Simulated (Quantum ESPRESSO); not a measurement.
## Kohn-Sham bands of WBr6 (R-3)

```xyz
7
Lattice="-3.2802 5.6815 0.0000 -6.5605 0.0000 0.0000 -3.2802 1.8938 5.9655" Properties=species:S:1:pos:R:3 pbc="T T T"
W      0.0000     0.0000     0.0000
Br     2.0104    -0.0287     1.4200
Br    -2.0104     0.0287    -1.4200
Br    -1.0301    -1.7267     1.4200
Br     1.0301     1.7267    -1.4200
Br    -0.9803     1.7554     1.4200
Br     0.9803    -1.7554    -1.4200
```

Structure: Materials Project mp-28483, symmetrised, not relaxed again. Not found in the COD (Crystallography Open Database) copy used; not checked further. Computed values, not measurements, from PBEsol: Quantum ESPRESSO (norm-conserving PseudoDojo potentials, cutoff 60 Ry, no spin polarisation, no spin-orbit coupling) on a Γ-centred 4×4×4 mesh, then Wannier90. Density: 6×6×6 mesh, cold smearing 0.01 Ry. Spin-orbit coupling is left out although heavy elements are present.

### Question
List the Kohn-Sham levels between −8 and 3.9 eV relative to the valence-band maximum at the high-symmetry points, as a band run of pw.x on that density gives them (levels within 2 meV counted together).

### Answer
```
point  k (reciprocal lattice)                                                                                                                                     levels (eV)
-----  ----------------------  ----------------------------------------------------------------------------------------------------------------------------------------------
Γ           0.000 0.000 0.000               -4.66, -3.68 (×2), -3.57, -3.22 (×2), -2.84 (×2), -2.56, -1.55, -0.97, -0.58 (×2), -0.34 (×2), -0.10 (×2), -0.01, 0.92, 1.31 (×2)
T          0.000 0.000 -0.500               -4.37, -3.79 (×2), -3.15, -3.04 (×2), -2.59 (×2), -2.46, -1.74, -1.46, -1.05 (×2), -0.73, -0.28 (×2), -0.23 (×2), 1.24, 1.45 (×2)
H_2      -0.266 -0.532 -0.766  -4.33, -3.89, -3.72, -3.37, -3.23, -2.88, -2.57, -2.45, -2.38, -1.46, -1.31, -0.99, -0.88, -0.83, -0.81, -0.28, -0.25, -0.07, 1.27, 1.37, 1.58
H_0      -0.266 -0.734 -0.500  -4.33, -3.89, -3.72, -3.37, -3.23, -2.88, -2.57, -2.45, -2.38, -1.46, -1.31, -0.99, -0.88, -0.83, -0.81, -0.28, -0.25, -0.07, 1.27, 1.37, 1.58
L        -0.500 -0.500 -0.500  -4.50, -3.82, -3.64, -3.43, -3.12, -3.03, -2.89, -2.66, -2.22, -1.60, -1.22, -0.77, -0.70, -0.55, -0.43, -0.30, -0.23, -0.18, 0.97, 1.22, 1.68
S_0      -0.367 -0.734 -0.367  -4.36, -3.91, -3.73, -3.31, -3.15, -3.00, -2.68, -2.41, -2.36, -1.38, -1.31, -1.20, -0.98, -0.72, -0.48, -0.36, -0.24, -0.04, 1.18, 1.36, 1.59
S_2      -0.266 -0.633 -0.633  -4.36, -3.91, -3.73, -3.31, -3.15, -3.00, -2.68, -2.41, -2.36, -1.38, -1.31, -1.20, -0.98, -0.72, -0.48, -0.36, -0.24, -0.04, 1.18, 1.36, 1.59
F         0.000 -0.500 -0.500  -4.38, -3.94, -3.80, -3.24, -2.88, -2.80, -2.67, -2.63, -2.30, -1.65, -1.51, -1.20, -0.89, -0.53, -0.52, -0.34, -0.30, -0.05, 1.02, 1.33, 1.71
```
